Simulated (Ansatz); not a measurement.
Notes on Be$_{2}$Ag

```yaml
crystal:
  lattice:
    - [0.00000, 3.15678, 3.15678]
    - [3.15678, 0.00000, 3.15678]
    - [3.15678, 3.15678, 0.00000]
  atoms:
    - { symbol: Ag, position: [0.00000, 0.00000, 0.00000] }
    - { symbol: Ag, position: [0.25000, 0.25000, 0.25000] }
    - { symbol: Be, position: [0.62500, 0.62500, 0.62500] }
    - { symbol: Be, position: [0.12500, 0.62500, 0.62500] }
    - { symbol: Be, position: [0.62500, 0.62500, 0.12500] }
    - { symbol: Be, position: [0.62500, 0.12500, 0.62500] }
```

Method: r2SCAN, no spin polarisation; PAW, plane waves to 500 eV, 9×9×9 Γ-centred mesh, fermi-dirac occupations (width 0.1 eV) (Ansatz 0.2.0), atoms fixed.

Electronic structure: It is a metal, with about 0.79 states/eV a cell as the mean within 0.25 eV of the Fermi level.
Formation energy: 0.03 eV an atom against the elements' usual phases (free molecules for gases, crystals otherwise, with no correction for O₂ or N₂), too near zero to call. Relaxing would lower it.
Charges: Bader charges in e: Be +1.28, Ag -0.82. In the mean Be gives up most and Ag takes most. There are 2 density maxima away from the nuclei.
Stress: The pressure is 4.6 GPa (compression positive), so with the atoms held at these fractions the cell would first expand.

Origin: a database entry at a rescaled volume.
